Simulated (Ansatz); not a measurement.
The elements of this relaxed trial crystal are hidden behind letters.

```
lattice vectors (Å)
   3.6524    0.0000    0.0000
  -1.8262    3.1630    0.0000
   0.0000    0.0000    5.2506
fractional positions
X 0.6667 0.3333 0.0000
Z 0.3333 0.6667 0.5000
Q 0.0000 0.0000 0.5000
```

The calculation used DFT PBE, scalar-relativistic, plane waves, PAW in Ansatz 0.2.0. Settings of the last relaxation (3-atom cell): 420 eV, 12×12×10 k points, Gaussian smearing of 0.10 eV, no spin polarisation.

| Quantity | Value |
| --- | --- |
| Space group | P-6m2 (No. 187) |
| Conventional cell | a = 3.652 Å, c = 5.251 Å |
| Volume per atom | 20.22 Å³ |
| Density | 3.58 g/cm³ |
| Energy over the elements | −0.88 eV/atom |
| Gap on the 12×12×10 mesh of the 3-atom cell | 0 eV (a metal) |

Energies are uncorrected and count from the elements' standard states at the same level.

**Question.** X is an s-block element of period 5, Z is a p-block element of period 3 and Q is a p-block element of period 2. Which elements are they?

**Answer.** X = Sr, Z = Al, Q = O, so the formula is SrAlO. Density times volume gives a mean mass of 3.58 × 20.22/1.6605 = 43.6 u per atom, and this set has 43.5 u. Sr is surrounded by 6 Al at 3.37 Å, 6 O at 3.37 Å and 6 Sr at 3.65 Å; around Al lie 3 O at 2.11 Å and 6 Sr at 3.37 Å; O has 3 Al at 2.11 Å and 6 Sr at 3.37 Å. Other sets within the hints have nearly the same mass, so mass alone doesn't settle it; this one was computed.

An odd number of electrons in the primitive cell allows no gap without spin; a larger cell or a magnetic state could open one. Symmetry constrained the relaxation, so the result can be a saddle point. Another cell of SrAlO relaxed alike, in P4/mmm, lies 0.68 eV/atom lower, so this cell isn't the stable form at this level.
